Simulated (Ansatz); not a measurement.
Input:

C:
```
CELL_PARAMETERS angstrom
      2.51801     0.00000     0.00000
     -1.25900     2.18066     0.00000
      0.00000     0.00000     8.30471
ATOMIC_POSITIONS crystal
  C  0.00000 0.00000 0.59297
  C  0.00000 0.00000 0.40703
  C  0.00000 0.00000 0.09297
  C  0.00000 0.00000 0.90703
  C  0.33333 0.66667 0.34447
  C  0.66667 0.33333 0.65553
  C  0.66667 0.33333 0.84447
  C  0.33333 0.66667 0.15553
```

This is the PBE-relaxed structure.

**Question.** All from plane-wave PAW PBE (Ansatz code), unless another level is named. Estimate the band gap.

**Answer.** 4.54 eV (indirect).

**Question.** Next, the smallest direct gap on the standard path?

**Answer.** 5.30 eV.

**Question.** Predict the electron effective mass.

**Answer.** 0.21, 1.7, 2.0 mₑ (principal values).

**Question.** And the conduction-band minimum?

**Answer.** on the Γ–M line, 82 % of the way from Γ (6 equivalent valleys).

**Question.** What about the valence-band maximum?

**Answer.** on the Γ–A line, 2 % of the way from Γ.

Space group P6_3/mmc. The first step of the workflow began from a Materials Project structure, measured or hypothetical. Its sites differ from those of the usual phase in this space group: another stacking or structure type. Symmetry was held in the PBE relaxation; its stability against distortions is not shown here.

Potentials: the later of the program's two PAW sets.
